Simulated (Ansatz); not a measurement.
Si3Ge, ordered on the diamond lattice (P-4m2) with 4 atoms a cell at its r2SCAN geometry, in Ansatz. The base run uses HSE06 on a modest mesh; each further run changes one setting, sensibly or not. Doubtful ones may also carry a cap on iterations. All numbers are computed, and spin polarisation is off unless an edit sets a moment.

Base input:
```yaml
crystal:
  lattice:
    - [3.8880966177, 0.0, 0.0]
    - [0.0, 3.8880966177, 0.0]
    - [0.0, 0.0, 5.4836775972]
  atoms:
    - { symbol: Si, position: [0.5, 0.0, 0.754877492] }
    - { symbol: Si, position: [0.5, 0.5, 0.0] }
    - { symbol: Si, position: [0.0, 0.5, 0.245122508] }
    - { symbol: Ge, position: [0.0, 0.0, 0.5] }
kpoints:
  mp_grid: { grid: [4, 4, 2] }
hamiltonian:
  xc: hse06
scf:
  occupations: { method: fixed }
  n_extra_bands: 5
output:
  forces: true
  stress: true
  eigenvalues: true
  write_density: true
  write_potential: true
  elf: true
  volumetric_format: npy
```

Base results:
```
Basis set: ecut = 420 eV, 1659 PW (Γ)
Symmetry: 8 space group operations
Space group: P-4m2 (ITA 115)
k-points: 12 of 32
Exchange kernel: α = 0.2500, screened, ω = 0.2079 Å⁻¹, Wigner–Seitz truncation, v(0) = 1001.9809 eV·Å³, q-mesh 4×4×2
hybrid SCF converged: 2 outer / 12 inner (+4 warm-up)
Free energy (F): -6204.555098 eV
Fermi energy:    6.513007 eV
--- Forces (eV/Å), atoms counted from 1 ---
  atom   1  Si      0.00000      0.00000      0.04379
  atom   2  Si      0.00000      0.00000      0.00000
  atom   3  Si      0.00000      0.00000    -0.04379
  atom   4  Ge      0.00000      0.00000      0.00000
--- Stress (GPa, compression-positive) ---
        0.650830       0.000000       0.000000
        0.000000       0.650830       0.000000
        0.000000       0.000000      -0.666796
  P = ⅓ Tr σ = 0.2116 GPa (2.116 kbar)
--- Band table (eV; the first three rows and the last of 12) ---
  k-point 0: bands = […, -2.1887, 3.2807, 3.2807, 6.4992, 6.4992, 6.5130, 7.7287, 7.8838, 9.7916, 9.7916, …]
  k-point 1: bands = […, 2.2034, 2.6713, 4.2570, 4.2570, 4.5413, 4.5413, 8.0365, 8.3437, 10.3491, 10.4646, …]
  k-point 2: bands = […, -1.6908, 1.8197, 3.4417, 3.7568, 4.7847, 6.1548, 8.3102, 10.0806, 10.4030, 10.5627, …]
  k-point 11: bands = […, -2.0239, -2.0239, 2.2976, 2.2976, 2.3057, 2.3639, 11.4912, 11.6686, 11.6686, 11.7845, …]
```
The gap over this mesh is 0.947 eV.

Command: `ansatz run input.yaml --threads 4 --pin off --max-ram 3686MiB --backend cpu --events-out ev --progress --plain --runs-dir out`.

Problem. Predict the outcome of this edit.
```yaml
scf:
  max_iter: 52
basis:
  ecutrho_ratio: 12
```

Solution. Energy, stress and gap stay within 1 meV an atom, 0.1 GPa and 0.005 eV of the base. The result hardly depends on this setting here.

Problem. These lines are set or replaced. What follows?
```yaml
hamiltonian:
  xc: { exchange: pbe, correlation: pbe, exx: { coeff: 1.0, omega: 0.1 } }
```

Solution. That is 100 % exact exchange, screened with ω = 0.1 1/Å, against HSE06's 25 % screened at 0.208 1/Å. The mean stress moves by -4.9 GPa and the gap on the mesh by +3.231 eV (to 4.178). Totals of different functionals aren't comparable. The program warns that on this mesh the truncation of the exchange isn't bounded, so part of the change can be an error of the mesh.
```
Exchange kernel: α = 1.0000, screened, ω = 0.1000 Å⁻¹, Wigner–Seitz truncation, v(0) = 2776.8317 eV·Å³, q-mesh 4×4×2
hybrid SCF converged: 4 outer / 25 inner (+4 warm-up)
Free energy (F): -6213.033357 eV
Fermi energy:    4.623759 eV
--- Forces (eV/Å), atoms counted from 1 ---
  atom   1  Si      0.00000      0.00000    -0.09261
  atom   2  Si      0.00000      0.00000      0.00000
  atom   3  Si      0.00000      0.00000      0.09261
  atom   4  Ge      0.00000      0.00000      0.00000
--- Stress (GPa, compression-positive) ---
       -4.438910       0.000000       0.000000
        0.000000      -4.438910       0.000000
        0.000000       0.000000      -5.223063
  P = ⅓ Tr σ = -4.7003 GPa (-47.003 kbar)
--- Band table (eV; the first three rows and the last of 12) ---
  k-point 0: bands = […, -6.6407, 0.4362, 0.4362, 4.4924, 4.4924, 4.6238, 9.1032, 9.2106, 11.6770, 11.6770, …]
  k-point 1: bands = […, -0.6009, -0.1509, 1.7399, 1.7399, 2.1508, 2.1508, 9.5399, 9.7625, 12.2144, 12.3476, …]
  k-point 2: bands = […, -5.9148, -1.2878, 0.9106, 1.0606, 2.6198, 4.0901, 9.7718, 12.2890, 12.3572, 12.4798, …]
  k-point 11: bands = […, -6.4198, -6.4198, -0.6703, -0.6703, -0.6319, -0.6143, 13.3519, 13.5297, 13.5297, 13.5649, …]
```

Problem. The input is altered as follows. How does the run end?
```yaml
hamiltonian:
  xc: { exchange: pbe, correlation: pbe, exx: { coeff: 0.35, omega: 0.5 } }
```

Solution. That is 35 % exact exchange, screened with ω = 0.5 1/Å, against HSE06's 25 % screened at 0.208 1/Å. The mean stress moves by +0.4 GPa and the gap on the mesh by -0.225 eV (to 0.722). Totals of different functionals aren't comparable.
Lines that differ from the base's log, and the results:
```
Exchange kernel: α = 0.3500, screened, ω = 0.5000 Å⁻¹, Wigner–Seitz truncation, v(0) = 180.9493 eV·Å³, q-mesh 4×4×2
hybrid SCF converged: 2 outer / 13 inner (+4 warm-up)
Free energy (F): -6205.167763 eV
Fermi energy:    6.642828 eV
--- Forces (eV/Å), atoms counted from 1 ---
  atom   1  Si      0.00000      0.00000      0.06389
  atom   2  Si      0.00000      0.00000      0.00000
  atom   3  Si      0.00000      0.00000    -0.06389
  atom   4  Ge      0.00000      0.00000      0.00000
--- Stress (GPa, compression-positive) ---
        1.058150       0.000000       0.000000
        0.000000       1.058150       0.000000
        0.000000       0.000000      -0.359606
  P = ⅓ Tr σ = 0.5856 GPa (5.856 kbar)
```

Spin-orbit coupling is left out.

The program warns that its thresholds are loose for a hybrid's stress.

The meshes of the hybrids are coarse, so their gaps aren't converged to the digits shown.
